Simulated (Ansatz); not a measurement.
MoRu (L1₀ or tetragonal B2, P4/mmm) under volume change, r²SCAN (plane waves, PAW; program Ansatz), shape and atoms relaxed at each volume.

| V (Å³/atom) | E − E(relaxed) (meV/atom) | P (GPa) |
|---|---|---|
| 13.270 | 129.7 | 34.44 |
| 13.707 | 54.4 | 21.06 |
| 14.145 | 12.8 | 9.67 |
| 14.582 | 0.0 | 0.00 |
| 15.020 | 11.5 | -8.21 |
| 15.457 | 43.7 | -15.18 |
| 15.894 | 93.5 | -21.08 |

### Question
What does a third-order Birch–Murnaghan fit give for V₀, B₀ and B′?

### Answer
V₀ = 14.58 Å³/atom, B₀ = 296 GPa, B′ = 4.4.

The start of the workflow was typed in or built on a structure type; neither database checked (COD, Materials Project) lists it. Whether it is the stable phase at ambient conditions was not checked. The r²SCAN relaxation kept the symmetry of its start; whether a distortion lowers the energy is not shown. No spin polarisation was allowed.

Potentials: the earlier of the program's two PAW sets.
